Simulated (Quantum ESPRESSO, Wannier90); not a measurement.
**Wannier functions of ZrO2 (fluorite)**

Cell from Materials Project (mp-1565), symmetrised, no further relaxation. COD (Crystallography Open Database) records the formula in this space group. Ideal cubic forms of this type are often high-temperature phases that distort on cooling; symmetry holds the cell here, and its stability was not tested. Method: PBEsol plane waves in Quantum ESPRESSO 7.5 (PseudoDojo norm-conserving files, 68 Ry, no spin polarisation, no spin-orbit coupling), Bloch states on a 10×10×10 mesh through Γ, Wannier90 4.0.1. Density: 10×10×10 mesh, cold smearing 0.01 Ry.

```
begin unit_cell_cart
ang
    0.0000000000    2.5450750000    2.5450750000
    2.5450750000    0.0000000000    2.5450750000
    2.5450750000    2.5450750000    0.0000000000
end unit_cell_cart
mp_grid = 10 10 10
```

**Question.** Which shells of neighbouring k-points and which b-vectors and weights does Wannier90 pick for this cell and mesh?

**Answer.** 
```
 *---------------------------------- K-MESH ----------------------------------*
 +----------------------------------------------------------------------------+
 |                    Distance to Nearest-Neighbour Shells                    |
 |                    ------------------------------------                    |
 |          Shell             Distance (Ang^-1)          Multiplicity         |
 |          -----             -----------------          ------------         |
 |             1                   0.213801                      8            |
 |             2                   0.246876                      6            |
 |             3                   0.349136                     12            |
 |             4                   0.409398                     24            |
 |             5                   0.427602                      8            |
 |             6                   0.493752                      6            |
 |             7                   0.538054                     24            |
 |             8                   0.552032                     24            |
       ... (lines left out)
 +----------------------------------------------------------------------------+
 | The b-vectors are chosen automatically                                     |
 | The following shells are used:                       1                     |
 +----------------------------------------------------------------------------+
 |                        Shell   # Nearest-Neighbours                        |
 |                        -----   --------------------                        |
 |                          1               8                                 |
 +----------------------------------------------------------------------------+
 | Completeness relation is fully satisfied [Eq. (B1), PRB 56, 12847 (1997)]  |
 +----------------------------------------------------------------------------+
 |                  b_k Vectors (Ang^-1) and Weights (Ang^2)                  |
 |                  ----------------------------------------                  |
 |            No.         b_k(x)      b_k(y)      b_k(z)        w_b           |
 |            ---        --------------------------------     --------        |
 |             1         0.123438    0.123438   -0.123438     8.203731        |
 |             2         0.123438   -0.123438    0.123438     8.203731        |
 |             3        -0.123438    0.123438    0.123438     8.203731        |
 |             4         0.123438    0.123438    0.123438     8.203731        |
 |             5        -0.123438   -0.123438    0.123438     8.203731        |
 |             6        -0.123438    0.123438   -0.123438     8.203731        |
 |             7         0.123438   -0.123438   -0.123438     8.203731        |
 |             8        -0.123438   -0.123438   -0.123438     8.203731        |
```
